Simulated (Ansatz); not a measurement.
Guessed and relaxed cells of BiTe

A trial structure of BiTe was built thus: random cell by space group and Wyckoff sites (P-6m2, No. 187). Its size is a rough estimate.

start.cif

```cif
data_structure
_symmetry_space_group_name_H-M 'P-6m2'
_symmetry_Int_Tables_number 187
_cell_length_a 3.9496
_cell_length_b 3.9496
_cell_length_c 5.0269
_cell_angle_alpha 90.000
_cell_angle_beta 90.000
_cell_angle_gamma 120.000
_cell_volume 67.91
loop_
_atom_site_label
_atom_site_type_symbol
_atom_site_symmetry_multiplicity
_atom_site_Wyckoff_symbol
_atom_site_fract_x
_atom_site_fract_y
_atom_site_fract_z
_atom_site_occupancy
Bi1 Bi 1 b 0.00000 0.00000 0.50000 1
Te1 Te 1 e 0.66667 0.33333 0.00000 1
```

Method: Ansatz, DFT PBE, scalar-relativistic, plane waves, PAW. Cutoff 420 eV, Gaussian smearing, Γ-centred meshes. Cell and atoms relax first on a coarse mesh and then on a finer one. In between, the cell is made exact in the group found at 0.06 Å. In metals the finer mesh still leaves noise of several meV/atom or more. The steps can't lower the symmetry of their start. No spin polarisation.

end.cif

```cif
data_structure
_symmetry_space_group_name_H-M 'P-6m2'
_symmetry_Int_Tables_number 187
_cell_length_a 4.1413
_cell_length_b 4.1413
_cell_length_c 4.4534
_cell_angle_alpha 90.000
_cell_angle_beta 90.000
_cell_angle_gamma 120.000
_cell_volume 66.14
loop_
_atom_site_label
_atom_site_type_symbol
_atom_site_symmetry_multiplicity
_atom_site_Wyckoff_symbol
_atom_site_fract_x
_atom_site_fract_y
_atom_site_fract_z
_atom_site_occupancy
Bi1 Bi 1 b 0.00000 0.00000 0.50000 1
Te1 Te 1 e 0.66667 0.33333 0.00000 1
```

The symmetry stays P-6m2 (No. 187). The end has the tungsten carbide type. The volume per atom shrinks by 2.6 %, from 34.0 to 33.1 Å³. The shortest distance goes from 3.39 Å (Bi–Te) to 3.27 Å (Bi–Te). The ratio c/a of the conventional cell changes by a factor of 0.84. The energy falls by about 0.13 eV/atom (the start's value is from the coarse mesh).

For BiTe, the volume per atom is 33.07 Å³. The density is 8.45 g/cm³, the energy over the elements is 0.00 eV/atom and the gap on the 18×18×12 mesh of the 2-atom cell is 0 eV (a metal).

Energies over the elements count from the elements' standard structures at the same level, with no fitted energy shifts. The formation energy is too near zero to say whether this cell lies below the elements.

The last run used Gaussian smearing of 0.10 eV. For metals, differences of a few meV/atom aren't resolved. Spin–orbit coupling, which can matter for Bi and Te, is left out. An odd number of electrons in the primitive cell allows no gap without spin; a larger cell or a magnetic state could open one. The cell is a metal run without spin; a magnetic state may lie lower. The reference form of Te is held partly by dispersion forces, which this level lacks. A structure relaxed within its symmetry needn't be a true minimum. In all, the 3 runs took 110 s on 1 thread of Intel(R) Xeon(R) Platinum 8488C (Sapphire Rapids) (shared host). Another cell of BiTe relaxed alike, in R-3m (a Materials Project cell), lies 77 meV/atom lower, so this cell isn't the stable form at this level.
